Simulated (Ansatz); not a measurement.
Here is the system:

GaPt3:
```cif
data_GaPt3
_chemical_formula_sum 'Ga1 Pt3'
_space_group_name_H-M_alt 'P 1'
_space_group_IT_number 1
_cell_length_a 3.86387
_cell_length_b 3.86387
_cell_length_c 3.86387
_cell_angle_alpha 90.000
_cell_angle_beta 90.000
_cell_angle_gamma 90.000
loop_
_space_group_symop_operation_xyz
  'x, y, z'
loop_
_atom_site_label
_atom_site_type_symbol
_atom_site_fract_x
_atom_site_fract_y
_atom_site_fract_z
_atom_site_occupancy
Ga1 Ga 0.00000 0.00000 0.00000 1
Pt1 Pt 0.00000 0.50000 0.50000 1
Pt2 Pt 0.50000 0.00000 0.50000 1
Pt3 Pt 0.50000 0.50000 0.00000 1
```

This is the LDA-relaxed structure.

All from plane-wave PAW LDA (Ansatz code), unless another level is named. Give the formation energy from the elements (no fitted shifts).

-0.45 eV/atom.

And the density of states at the Fermi level?

0.63 states/eV per atom (mean over ±0.08 eV).

Space group Pm-3m (Cu3Au type). The workflow started from a Materials Project entry (that database holds measured and hypothetical structures alike); the Crystallography Open Database copy checked does not list it. COD files the formula under space group No. 127. Its standing as an ambient phase is unchecked. The cell was relaxed with LDA under the symmetry of its start; whether a distortion lowers the energy is not shown. No spin polarisation was allowed. The references are the lowest solids computed at this level, not always the standard phases. Spin–orbit coupling is left out wherever it is not named.

Potentials: the later of the program's two PAW sets.
